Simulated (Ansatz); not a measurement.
One crystal and one scan (energy against volume) at two levels, PBE (plane waves to 420 eV, PAW, scalar-relativistic; Ansatz, a first-principles code) and r2SCAN (plane waves to 500 eV, PAW, scalar-relativistic; Ansatz), each from its own relaxed cell and on its own mesh. The cell shown is that of PBE.

Yb (fcc, Cu type)

```yaml
crystal:
  lattice:
    - [0.00000, 2.61182, 2.61182]
    - [2.61182, 0.00000, 2.61182]
    - [2.61182, 2.61182, 0.00000]
  atoms:
    - { symbol: Yb, position: [0.00000, 0.00000, 0.00000] }
```

Equation-of-state scan: isotropic scaling of the cell above, V₀ being its volume. Symmetry pins the atoms to their sites.

E stands for the smeared free energy. Yb is run without spin polarisation. Yb was relaxed with its symmetry unable to fall. The f-shell state is unchecked: a lower one may exist. Percentages come from the unrounded values. Both scans cover V/V₀ from 0.900 to 1.100.

Results of PBE:

- Lattice constant a (Å) = 5.224
- Bulk modulus B₀ (third-order Birch-Murnaghan fit) (GPa) = 19.1

Q: Estimate the r2SCAN values.

A: 
```tsv
quantity	r2SCAN	PBE − r2SCAN
Lattice constant a (Å)	5.202	+0.022 (+0.4 %)
Bulk modulus B₀ (third-order Birch-Murnaghan fit) (GPa)	20.2	-1.1 (-6 %)
```

PBE gives the higher value for: lattice constant a. PBE gives the lower value for: bulk modulus B₀. Neither level is exact: the differences show how much the result hangs on the functional.

(A scan under strain: stresses follow from slopes of the energy per volume, elastic moduli from its curvatures.)
